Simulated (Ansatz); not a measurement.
**BaMg2Sb2: do energies and stresses tell the same story?**

These are results of DFT r2SCAN, scalar-relativistic, plane waves, PAW (Ansatz), not measurements.

Settings: cutoff 500 eV, Γ-centred mesh 6×6×4 on the computed 5-atom cell, Gaussian smearing of 0.02 eV; no spin polarisation.

Relaxed cell: P-3m1, a = 4.791 Å, b = 4.791 Å, c = 8.191 Å, α = 90.00°, β = 90.00°, γ = 120.00°, 5 atoms in the primitive cell. Whether it is the stable form of this composition wasn't checked.

Energies at zero smearing and pressures from the stress tensor, at volumes with shape and atoms relaxed:
```tsv
V (Å³/atom)	E − E(first) (meV/atom)	P (GPa)
28.653	0.00	6.62
29.630	-33.91	4.56
30.606	-56.18	2.79
31.583	-68.51	1.29
32.560	-72.35	0.00
33.537	-68.94	-1.10
34.514	-59.31	-2.04
35.816	-38.36	-3.08
```

Problem. Check P = −dE/dV between neighbouring volumes, and get the bulk modulus from the pressures alone.

Solution. With 1 eV/Å³ = 160.2 GPa:
```
middle V (Å³/atom)  −ΔE/ΔV (GPa) mean P (GPa)
            29.141         5.562         5.589
            30.118         3.653         3.676
            31.095         2.023         2.042
            32.072         0.630         0.647
            33.048        -0.561        -0.546
            34.025        -1.579        -1.567
            35.165        -2.577        -2.559
```

The two differ by 0.03 GPa at most. The mean of two end pressures misses the average over a step by about ΔV² P″/12, up to 0.03 GPa here; with that taken off 0.00 GPa remains. Around V = 32.560 Å³/atom, the two neighbours give B = −V ΔP/ΔV = 32.560 × 2.39 / 1.954 = 39.8 GPa, against B0 = 39.6 GPa from the Birch–Murnaghan fit of the energies.